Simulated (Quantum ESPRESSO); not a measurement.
pw.x input (Quantum ESPRESSO 7.5; PBEsol, PseudoDojo standard norm-conserving files, fully relativistic):

```
&CONTROL
  calculation = 'scf'
  pseudo_dir = './pseudo'
  outdir = './out'
  tprnfor = .true.
  tstress = .true.
/
&SYSTEM
  ibrav = 0
  nat = 5
  ntyp = 3
  ecutwfc = 58.0
  ecutrho = 232.0
  occupations = 'smearing'
  smearing = 'fd'
  degauss = 0.002
  nbnd = 52
  noncolin = .true.
  lspinorb = .true.
/
&ELECTRONS
  conv_thr = 5e-10
/
ATOMIC_SPECIES
Cl 35.4500 Cl.upf
Cs 132.9055 Cs.upf
Pb 207.2000 Pb.upf
CELL_PARAMETERS angstrom
  4.003155032000   2.311222636000   3.295557000000
 -4.003155032000   2.311222636000   3.295557000000
  0.000000000000  -4.622445271000   3.295557000000
ATOMIC_POSITIONS crystal
Cl   0.500000000000   0.018603000000   0.981397000000
Cl   0.981397000000   0.500000000000   0.018603000000
Cl   0.018603000000   0.981397000000   0.500000000000
Cs   0.500000000000   0.500000000000   0.500000000000
Pb   0.000000000000   0.000000000000   0.000000000000
K_POINTS automatic
6 6 6 0 0 0
```

End of the output:

```

[...]
     the Fermi energy is     3.9216 ev
!    total energy              =    -285.69771912 Ry
     estimated scf accuracy    <          1.3E-11 Ry
     smearing contrib. (-TS)   =      -0.00000000 Ry
     internal energy E=F+TS    =    -285.69771912 Ry
     The total energy is F=E-TS. E is the sum of the following terms:
     one-electron contribution =    -103.56208922 Ry
     hartree contribution      =      70.43160897 Ry
     xc contribution           =     -79.73443431 Ry
     ewald contribution        =    -172.83280456 Ry
     convergence has been achieved in   9 iterations
     Forces acting on atoms (cartesian axes, Ry/au):
     atom    1 type  1   force =     0.00030386   -0.00052630    0.00000000
     atom    2 type  1   force =     0.00030386    0.00052630   -0.00000000
     atom    3 type  1   force =    -0.00060772   -0.00000000   -0.00000000
     atom    4 type  2   force =     0.00000000    0.00000000    0.00000000
     atom    5 type  3   force =     0.00000000   -0.00000000   -0.00000000
     Total force =     0.001053     Total SCF correction =     0.000002
     Computing stress (Cartesian axis) and pressure
          total   stress  (Ry/bohr**3)                   (kbar)     P=       -8.21
  -0.00005522   0.00000000   0.00000000           -8.12        0.00        0.00
   0.00000000  -0.00005522   0.00000000            0.00       -8.12        0.00
   0.00000000   0.00000000  -0.00005693            0.00        0.00       -8.37
```
In a gapped system the printed Fermi energy is only some level inside the gap.

Geometry of the Materials Project entry, not relaxed at this level.
